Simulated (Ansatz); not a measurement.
A geometry of GaCuSe₂ away from equilibrium: step 2 of the relaxation of a generated cell, GaCuSe2 built in the beta-NaFeO2 structure type. Computed with PBE (plane waves to 420 eV, PAW, scalar-relativistic; Ansatz, a program for electronic structure). Γ-centred k-mesh 3×3×3 on the run's cell (coarser than for final values), Fermi–Dirac smearing 0.05 eV.

```xyz
16
Lattice="6.8418 0.0000 0.0000 0.0000 8.0801 0.0000 0.0000 0.0000 6.5981" Properties=species:S:1:pos:R:3:forces:R:3 pbc="T T T" free_energy=-85392.893 pressure_GPa=0.0
Cu     0.5907     5.0520     0.0239    0.0710   -0.0095    0.0534
Cu     6.2510     3.0281     3.3230   -0.0710    0.0095    0.0534
Cu     4.0116     7.0682     0.0239    0.0710    0.0095    0.0534
Cu     2.8302     1.0120     3.3230   -0.0710   -0.0095    0.0534
Ga     0.5260     1.0161     0.0082   -0.0114    0.0488    0.0971
Ga     6.3157     7.0641     3.3073    0.0114   -0.0488    0.0971
Ga     3.9469     3.0240     0.0082   -0.0114   -0.0488    0.0971
Ga     2.8948     5.0561     3.3073    0.0114    0.0488    0.0971
Se     0.5097     1.0083     2.4726    0.2560    0.3134    0.1384
Se     6.3321     7.0719     5.7716   -0.2560   -0.3134    0.1384
Se     3.9305     3.0318     2.4726    0.2560   -0.3134    0.1384
Se     2.9112     5.0484     5.7716   -0.2560    0.3134    0.1384
Se     0.5930     5.0463     2.5098   -0.2034   -0.2664   -0.2889
Se     6.2487     3.0338     5.8088    0.2034    0.2664   -0.2889
Se     4.0139     7.0739     2.5098   -0.2034    0.2664   -0.2889
Se     2.8279     1.0063     5.8088    0.2034   -0.2664   -0.2889
```

Positions in Å, forces in eV/Å, free energy of the cell in eV (comparable only within this code, potentials and settings). Largest force: 0.44 eV/Å, on Se13, Se14, Se15, Se16 (atoms numbered as listed); the geometry lies 0.01 eV/atom above the end of its relaxation.

No spin polarisation in the result.

The run could not lose the symmetry of its start: the end is stationary, and may be a saddle point rather than a minimum.

The end of the path is a generated cell of GaCuSe2: the first start was made by placing the elements on the sites of a structure type, and the end was not matched to a known phase here, so it may be hypothetical. Known forms of GaCuSe2 include space group No. 122.
